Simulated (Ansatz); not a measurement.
Zr:
```xyz
1
Lattice="-1.7607 1.7607 1.7607 1.7607 -1.7607 1.7607 1.7607 1.7607 -1.7607" Properties=species:S:1:pos:R:3 pbc="T T T"
Zr     0.0000     0.0000     0.0000
```

Relaxed with PBEsol.

Question: List the phonon frequencies at the special points (DFPT on a 5×5×5 q-mesh, Fourier-interpolated; plane-wave PAW PBEsol (Ansatz code)).

Answer: In cm⁻¹.

```tsv
q	frequencies
Γ	0 0 0
H	175 175 175
N	65i 111 121
P	50 50 50
```

Space group Im-3m (bcc (W type)). This is a known high-temperature phase of the composition, computed here at zero pressure and temperature. Symmetry was held in the PBEsol relaxation. At this level the phase is dynamically unstable (imaginary phonons). The run is not spin-polarised. As this level gives no gap, phonon frequencies hold no LO–TO term and depend on the k-mesh and smearing (Fermi–Dirac, 0.1 eV here).

Potentials: the earlier of the program's two PAW sets.
